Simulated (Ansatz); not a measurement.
Nb4GaSe8:
```xyz
13
Lattice="0.0000 5.2445 5.2445 5.2445 0.0000 5.2445 5.2445 5.2445 0.0000" Properties=species:S:1:pos:R:3 pbc="T T T"
Nb     3.6998     3.6998     1.5448
Nb     3.6998     1.5448     3.6998
Nb     1.5448     3.6998     3.6998
Nb     1.5448     1.5448     1.5448
Ga     7.8668     7.8668     7.8668
Se     6.4611     6.4611     9.2724
Se     6.4611     9.2724     6.4611
Se     9.2724     6.4611     6.4611
Se     9.2724     9.2724     9.2724
Se     4.0311     4.0311     4.0311
Se     6.4579     6.4579     4.0311
Se     6.4579     4.0311     6.4579
Se     4.0311     6.4579     6.4579
```

Relaxed with r²SCAN. Special points in fractions of this cell's reciprocal vectors: Γ (0.000, 0.000, 0.000); X (0.500, 0.000, 0.500); U (0.625, 0.250, 0.625); K (0.375, 0.375, 0.750); L (0.500, 0.500, 0.500); W (0.500, 0.250, 0.750).

Task: List the band energies nearest the Fermi level at these points for plane-wave PAW r²SCAN (Ansatz code).

Result: In eV from the Fermi level; about four levels below and three above (degenerate sets whole), none deeper than 8.9 eV; points with the same levels are listed once.

```
k                          below           above
-  -----------------------------  --------------
Γ  -1.26 -1.26 -1.26 -1.11 -1.11  0.06 0.06 0.06
X        -1.52 -0.60 -0.60 -0.24  0.31 0.31 1.36
U        -1.30 -0.65 -0.63 -0.09  0.23 0.25 1.53
L  -1.81 -1.81 -1.55 -0.72 -0.72  0.13 0.16 0.16
W        -1.18 -0.69 -0.59 -0.05  0.16 0.27 1.66
```

Space group F-43m. The first step of the workflow began from a Materials Project structure, measured or hypothetical; the Crystallography Open Database files this formula in space group No. 216, but the cells were not matched. Its standing as an ambient phase is unchecked. The r²SCAN relaxation kept the symmetry of its start; its stability against distortions is not shown here. The run is not spin-polarised. With an odd number of electrons in the cell and no spin polarisation, the count alone makes it a metal. Scalar-relativistic: spin–orbit coupling is off unless named, which matters more the heavier the elements.

Potentials: the later of the program's two PAW sets.
